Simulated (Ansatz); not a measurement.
Re (hcp, Mg type)

```
Re
1.0
    2.77518     0.00000     0.00000
   -1.38759     2.40338     0.00000
    0.00000     0.00000     4.48302
Re
2
Direct
  0.33333   0.66667   0.75000
  0.66667   0.33333   0.25000
```

The slice is a (0001) plane (indices of the conventional cell) through the point (0.667, 0.333, 0.250) (fractional), spanned by u = [110] and v = [1 -1 0] in vectors of this cell: u (2.78 Å) and v (4.81 Å, at 90° to u). It covers one period; positions are fractions (u, v).

These are PBE (plane waves to 420 eV, PAW, scalar-relativistic; Ansatz, a program for electronic structure) values and carry that method's errors. k mesh 19×19×11. These are valence fields of a PAW run, semicore shells included where kept as valence: close to a nucleus they are smooth pseudo fields. Re is run without spin polarisation. Re was relaxed with its symmetry unable to fall. Spin-orbit coupling is left out, though Re is heavy. The PAW data are Ansatz's earlier set.

**Question.** What is the ELF at the midpoint of the shortest Re–Re line in this plane (2.78 Å)?

**Answer.** 0.39.

**Question.** What is the valence density on the shortest Re–Re line in this plane (2.78 Å), at its midpoint?

**Answer.** 0.41 e/Å³.

**Question.** Sketch the electron localisation function (ELF) on this plane as a map.

**Answer.** 
```
v \ u  0.00  0.17  0.33  0.50  0.67  0.83
-----  ----  ----  ----  ----  ----  ----
0.90      x  0.65  0.27  0.45  0.27  0.65
0.80   0.27  0.26  0.40  0.46  0.40  0.26
0.70   0.35  0.33  0.27  0.31  0.27  0.33
0.60   0.35  0.23  0.64     x  0.64  0.23
0.50   0.39  0.33     x     x     x  0.33
0.40   0.45  0.27  0.65     x  0.65  0.27
0.30   0.46  0.40  0.26  0.27  0.26  0.40
0.20   0.31  0.27  0.33  0.35  0.33  0.27
0.10      x  0.64  0.23  0.35  0.23  0.64
0.00      x     x  0.33  0.39  0.33     x
```

Values: electron localisation function (ELF). Points within 0.5 Å of a nucleus are blanked (x), as the pseudised field means little there.
